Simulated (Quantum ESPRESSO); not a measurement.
# Strain and stress in ZnGa3P3S

These are calculations, not measurements. They come from pw.x of Quantum ESPRESSO 7.5, a plane-wave density functional program, with PseudoDojo standard norm-conserving files (v0.5 for PBE, v0.4.1 for LDA and PBEsol). The cells are made up: elements, strain and atom displacements were drawn at random, and nothing was relaxed. There is no spin polarisation, spin-orbit coupling or dispersion term.

The cell has 8 sites of a zincblende or diamond lattice. Sites 1 to 4 hold Zn Ga Ga Ga; sites 5 to 8 hold P S P P. Cell vectors in Å: (5.652, -0.014, 0.000); (-0.014, 5.652, 0.000); (0.000, 0.000, 5.652). Settings: PBE, cutoff 1143 eV, 4 x 4 x 4 k mesh shifted by half a step, Fermi-Dirac smearing of 0.025 eV.

Each run adds a shear xy (given as the tensor component) to one cell, with the atoms carried along; the vectors above are those of run 4. Stress is positive in tension and P is minus a third of its trace. E is the free energy for each atom above the lowest run shown. The last column is band 41 less band 40 at Gamma, from a band step after each run.

| run | strain (%) | s_xx (GPa) | s_yy (GPa) | s_zz (GPa) | s_xy (GPa) | P (GPa) | E (meV/atom) | level step at Gamma (eV) |
| --- | --- | --- | --- | --- | --- | --- | --- | --- |
| 1 | -2.41 | 4.37 | 4.31 | 4.61 | -3.47 | -4.43 | 14.00 | 0.481 |
| 2 | -1.83 | 4.52 | 4.46 | 4.72 | -2.81 | -4.56 | 9.02 | 0.500 |
| 3 | -0.48 | 4.75 | 4.69 | 4.90 | -1.29 | -4.78 | 1.44 | 0.473 |
| 5 | 1.36 | 4.83 | 4.76 | 5.03 | 0.78 | -4.87 | 0.00 | 0.412 |
| 6 | 2.17 | 4.77 | 4.71 | 5.04 | 1.68 | -4.84 | 2.61 | 0.385 |
| 7 | 2.45 | 4.74 | 4.67 | 5.03 | 2.00 | -4.81 | 3.99 | 0.375 |
| 4 | -0.24 | ? | ? | ? | ? | ? | ? | ? |

A rerun of one of these cells at 1437 eV and k mesh 6 x 6 x 6 moved values by no more than 0.008 eV in the cell's energy, 0.02 GPa in stress and 0.003 eV/Å in force.

## Worked fit

A parabola through the six runs shown gives s_xy = -0.75 + 1.12 e - 0.002 e² GPa, with e in per cent and a scatter of 0.01 GPa. The slope is a stiffness of 112 ± 1 GPa for each unit of this strain at e = 0, twice a shear constant under the stress shown, since the tensor component is half the shear angle. The atoms are clamped, and relaxing them would in general lower it. The error is the larger of the fit's own and the change that a cubic makes, rounded up.

## Withheld run

Question: what s_xy should run 4 give?

The fit gives -1.02 GPa. The calculation gave -1.02 GPa.

| run | strain (%) | s_xx (GPa) | s_yy (GPa) | s_zz (GPa) | s_xy (GPa) | P (GPa) | E (meV/atom) | level step at Gamma (eV) |
| --- | --- | --- | --- | --- | --- | --- | --- | --- |
| 4 | -0.24 | 4.78 | 4.72 | 4.93 | -1.02 | -4.81 | 0.67 | 0.465 |